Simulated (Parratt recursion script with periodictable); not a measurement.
Peak EUV reflectivity of a Si/Rh multilayer on Si against the number of periods

```
layer, from the top  thickness (Å)  density (g/cm³)  rms roughness of its top face (Å)  δ at 13.5 nm  β at 13.5 nm
-------------------  -------------  ---------------  ---------------------------------  ------------  ------------
Si (in each period)           41.2            2.313                                  4  9.927 × 10⁻⁴      0.001813
Rh (in each period)           27.4           12.398                                  4        0.1248       0.03117
Si (substrate)                   –            2.313                                  4  9.927 × 10⁻⁴      0.001813
```

The refractive index is n = 1 − δ + iβ; the runs take δ and β at each wavelength of the scan. Vacuum lies above.

Densities are inputs, not measurements. They were set from computed cells of the Materials Project: Si from entry mp-149 (Fd-3m, 2.313 g/cm³); Rh from entry mp-74 (Fm-3m, 12.398 g/cm³). A layer's crystal structure does not enter its constants, only its composition and density.

Calculation: EUV and soft X-ray reflectivity, Parratt recursion, Névot-Croce roughness, Henke tables; Parratt recursion script with periodictable 1.7.1.

Light falls along the surface normal, where s and p polarisation coincide. The wavelength is scanned from 12.42 to 14.58 nm in 161 evenly spaced points, without smoothing. The peak is the highest scan point; its wavelength and height come from a parabola through R at that point and its two neighbours.

The runs differ in the number of periods N alone.

| N | peak λ (nm) | peak R (%) |
|---|---|---|
| 10 | 13.252 | 39.7 |
| 15 | 13.283 | ? |
| 60 | 13.341 | 58.0 |

Q: Estimate the peak reflectivity for N = 15, trying the form R = R∞ tanh²(aN).

A: Take R∞ from the largest stack, 58.0 % at N = 60. For the shown row under 97 % of it, y = artanh[(R/R∞)^½] is 1.180 at N = 10, so a = 0.118. This form gives tanh²y = 1.000 at N = 60, in keeping with the choice of R∞. At N = 15, y = 1.770 and R = 58.0 × tanh²y = 51.6 %.

The run gave 50.5 %, so the form misses by 1.1 points.
